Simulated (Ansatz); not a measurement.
BN in space group Pm-3n (No. 223; B on 6c, N on 6d) under volume change, DFT-PBE in the program Ansatz with PAW potentials, scaled uniformly.

```
V (Å³/atom)  E − E(relaxed) (meV/atom)  P (GPa)
-----------  -------------------------  -------
6.639                             62.2    32.66
6.858                             26.2    20.20
7.077                              [?]      [?]
7.296                              0.0    -0.02
7.515                              [?]      [?]
7.733                             21.9   -15.30
7.952                             47.1   -21.47
```

Task: What belongs in the gaps?

Result: 
- 7.077, E − E(relaxed) (meV/atom): 6.2
- 7.077, P (GPa): 9.38
- 7.515, E − E(relaxed) (meV/atom): 5.7
- 7.515, P (GPa): -8.19

Task: What does a third-order Birch–Murnaghan fit give for V₀, B₀ and B′?

Result: V₀ = 7.30 Å³/atom, B₀ = 292 GPa, B′ = 3.7.

The start of the workflow was typed in or built on a structure type; neither database checked (COD, Materials Project) lists it. It is not the phase usual at ambient conditions (space group No. 186, 194, 216). The PBE relaxation kept the symmetry of its start; its stability against distortions is not shown here.

Potentials: the later of the program's two PAW sets.
